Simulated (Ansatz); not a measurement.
Ni (hcp (Mg type), space group No. 194) under volume change, plane-wave PAW PBEsol (Ansatz code), shape and atoms relaxed at each volume.

| V (Å³/atom) | E − E(relaxed) (meV/atom) | P (GPa) |
|---|---|---|
| 9.481 | 71.7 | 26.86 |
| 9.794 | (withheld) | (withheld) |
| 10.106 | 7.0 | 7.43 |
| 10.419 | 0.0 | -0.01 |
| 10.731 | 6.3 | -6.25 |
| 11.044 | 23.8 | -11.49 |
| 11.356 | (withheld) | (withheld) |

Problem. Complete the blanks.

Solution. 
- 11.356, E − E(relaxed) (meV/atom): 50.6
- 11.356, P (GPa): -15.88
- 9.794, E − E(relaxed) (meV/atom): 29.9
- 9.794, P (GPa): 16.30

Problem. What does a third-order Birch–Murnaghan fit give for V₀, B₀ and B′?

Solution. V₀ = 10.42 Å³/atom, B₀ = 227 GPa, B′ = 4.8.

Space group P6_3/mmc (hcp (Mg type)). The first step of the workflow began from a Materials Project structure, measured or hypothetical; the Crystallography Open Database files this formula in space group No. 194, but the cells were not matched. It is not the phase usual at ambient conditions (space group No. 225). Symmetry was held in the PBEsol relaxation; its stability against distortions is not shown here. Spin order of the final state: ferromagnetic, chosen from 5 collinear starts compared on coarse meshes (ties went to the first, and starts can fall back to one state), not a proven ground state.

Potentials: the earlier of the program's two PAW sets.
